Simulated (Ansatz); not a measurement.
LaZn:
```yaml
crystal:
  lattice:
    - [3.68880, 0.00000, 0.00000]
    - [0.00000, 3.68880, 0.00000]
    - [0.00000, 0.00000, 3.68880]
  atoms:
    - { symbol: Zn, position: [0.00000, 0.00000, 0.00000] }
    - { symbol: La, position: [0.50000, 0.50000, 0.50000] }
```

Relaxed with PBEsol. Special points in fractions of this cell's reciprocal vectors: Γ (0.000, 0.000, 0.000); X (0.000, 0.500, 0.000); M (0.500, 0.500, 0.000); R (0.500, 0.500, 0.500).

Q: List the band energies nearest the Fermi level at these points for PBEsol with spin–orbit coupling (plane waves, PAW; program Ansatz).

A: In eV from the Fermi level; about four levels below and three above (degenerate sets whole), none deeper than 8.9 eV; points with the same levels are listed once.

| k | below | above |
|---|---|---|
| Γ | -0.44 -0.44 -0.44 -0.44 | 1.77 1.77 1.77 1.77 |
| X | -3.23 -3.23 -2.61 -2.61 | 0.07 0.07 1.14 1.14 |
| M | -6.70 -6.70 -4.33 -4.33 | 0.38 0.38 0.46 0.46 |
| R | -2.23 -2.23 -2.23 -2.23 -1.58 -1.58 | 1.96 1.96 1.96 1.96 |

Space group Pm-3m (CsCl type). The workflow started from an entry of the Crystallography Open Database (COD). Its standing as an ambient phase is unchecked. Symmetry was held in the PBEsol relaxation; of distortions, only those at the zone centre were tested.

Potentials: the later of the program's two PAW sets.
